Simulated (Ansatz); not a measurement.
BN (CsCl type, Pm-3m) at seven volumes, PBEsol in the plane-wave PAW code Ansatz, scaled uniformly. One row is withheld.

```json
[
 {"V (Å³/atom)": "5.539", "P (GPa)": "30.65"},
 {"V (Å³/atom)": "5.722", "P (GPa)": "?"},
 {"V (Å³/atom)": "5.904", "P (GPa)": "8.73"},
 {"V (Å³/atom)": "6.087", "P (GPa)": "0.02"},
 {"V (Å³/atom)": "6.269", "P (GPa)": "-7.45"},
 {"V (Å³/atom)": "6.452", "P (GPa)": "-13.79"},
 {"V (Å³/atom)": "6.635", "P (GPa)": "-19.22"}
]
```

**Question.** Fit the shown pressures and predict the withheld one.

**Answer.** P = (3/2)B₀(x^(7/2) − x^(5/2))[1 + (3/4)(B′ − 4)(x − 1)] with x = (V₀/V)^(2/3). Least squares on the six rows gives V₀ = 6.087 Å³/atom, B₀ = 267 GPa, B′ = 4.15. At V = 5.722, x = 1.0421 and P = 18.77 GPa. The run itself gave 18.85 GPa.

The start of the workflow was typed in or built on a structure type; neither database checked (COD, Materials Project) lists it. It is not the phase usual at ambient conditions (space group No. 186, 194, 216). Symmetry was held in the PBEsol relaxation. At this level the phase is dynamically unstable (imaginary phonons). The volume moved by 29 % from the start of the relaxation. Its formation energy is positive at this level, so the cell may be metastable or incomplete.

Potentials: the later of the program's two PAW sets.
